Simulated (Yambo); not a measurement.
# Convergence of the G0W0 gap of LiBH4

G0W0@LDA for LiBH4 (space group P6_3mc, No. 186) in Yambo. Reference settings: 3×3×2 Γ-centred k mesh, bands 3 to 179 and a 8 Ry block in the screening, 179 bands in G with the Bruneval-Gonze terminator, plasmon pole fitted at 27.2 eV. The LDA gap Γ → K on this mesh is 6.38 eV; G0W0 gaps are taken between the same points.

| change from the reference | G0W0 gap Γ → K (eV) | shift of the valence edge (eV) | rough Yambo cost |
|---|---|---|---|
| reference settings | 9.29 | -1.83 | 1 |
| 35 bands in W, 35 bands in G | 9.22 | -1.37 | about 1/4 |
| wavefunctions cut at 50 Ry | 9.29 | -1.83 | within a factor of two |
| exchange cut at 20 Ry | 9.28 | -1.82 | – |
| exchange cut at 5 Ry | 9.07 | -1.55 | – |
| 35 bands in W, 35 bands in G, 3 Ry block | 9.06 | -1.28 | about 1/6 |
| 35 bands in W, 35 bands in G, 6 Ry block | 9.18 | -1.34 | about 1/5 |
| 59 bands in W, 59 bands in G, 5 Ry block | 9.12 | -1.50 | about 1/4 |
| 93 bands in W, 93 bands in G, 5 Ry block | 9.13 | -1.61 | about 1/4 |
| 136 bands in W, 136 bands in G, 3 Ry block | 8.90 | -1.46 | about 1/3 |
| 93 bands in W, 93 bands in G, 6 Ry block | 9.14 | -1.62 | about 1/3 |
| 136 bands in W, 136 bands in G, 6 Ry block | 9.15 | -1.68 | about 1/3 |
| 136 bands in W, 136 bands in G, 5 Ry block | 9.14 | -1.66 | about 1/2 |
| 6 Ry block | 9.16 | -1.71 | about 1/2 |
| 3 Ry block | 8.90 | -1.47 | within a factor of two |

The reference isn't shown to be the converged limit. Costs are rough (shared machines), scaled to the same edge states, and given only for runs that recompute the screening. The mesh misses a band edge: along a dense path the LDA gap is 6.27 eV against 6.38 eV on the mesh.

Geometry of the Materials Project entry, not relaxed at this level; primitive cell a = 4.1800 Å, b = 4.1800 Å, c = 6.7099 Å, α = 90.00°, β = 90.00°, γ = 120.00°.

The structure is a Materials Project entry; no match was found in the copy of COD used, and its stability was not checked.

A shift is the quasiparticle energy of the state minus its LDA energy.
